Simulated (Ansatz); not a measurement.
# Slab of bcc W (110), 5 layers

The slab is cut from the bcc crystal, the stable phase, as relaxed on PAW files (15.40 Å³/atom), with 16 Å of vacuum and a dipole correction:

```
W
1.0
     2.71471    0.00000    0.00000
    -0.90490    2.55945    0.00000
     0.00000    0.00000   24.86620
W
5
Direct
  0.00000 0.00000 0.32172
  0.50000 0.50000 0.41086
  0.00000 0.00000 0.50000
  0.50000 0.50000 0.58914
  0.00000 0.00000 0.67828
```

Computed with Ansatz 0.2.0; functional LDA, scalar-relativistic. Settings: a Γ-centred 16×16×1 k mesh, Fermi–Dirac smearing of 0.05 eV, no spin polarisation. Methods: LAPW: all electrons, basis error target 1 meV/atom; PAW: frozen-core files, cutoff 420 eV.

The bulk energy comes from a cell in the slab's orientation on a 16×16×9 mesh. The surface energy is (E(slab) − N·E(bulk))/2A at zero smearing, the mean of both faces; thin slabs carry quantum-size effects.

Spin–orbit coupling is left out, which matters for the heavy atoms. The PAW files were made under PBE.

Question: As cut, the LAPW slab lies 3.247 eV above 5 atoms of bulk. What surface energy is that?

Answer: Over two faces of 6.95 Å² it is 233.6 meV/Å², and times 16.02 J/m² per eV/Å² that gives γ = 3.743 J/m².

```csv
method,γ as cut (J/m²),γ relaxed (J/m²),Φ as cut (eV),Φ relaxed (eV)
LAPW,3.743,3.685,5.17,5.07
PAW,3.746,3.687,5.17,5.07
```

Question: How do the spacings between the planes relax?

Answer: From the bottom face up: d12 -3.5 % of 2.217 Å, d23 +0.2 % of 2.217 Å, d34 +0.2 % of 2.217 Å, d45 -3.5 % of 2.217 Å.

Question: What changes if the images along the normal are cut off in place of the dipole correction?

Answer: LAPW then gives: no gap, work function 5.07 eV; PAW: no gap, work function 5.07 eV.

Question: A 4f core hole is made on one atom of each kind in every 1×1 cell (PAW hole dataset, neutral cell, valence without spin). What does it cost by layer?

Answer: layer 1 32.18 eV, layer 2 32.51 eV, layer 3 32.46 eV. Shifts between layers mean more than the absolute values, and a whole layer of holes screens otherwise than one hole.

Question: In the relaxed 1×1 cell, replace the outer, then the middle W by Re, which changes a whole layer. What shift does this Z+1 picture give?

Answer: E(outer) − E(middle) = -0.23 eV by LAPW and -0.23 eV by PAW; a positive value puts the surface line at higher binding energy.
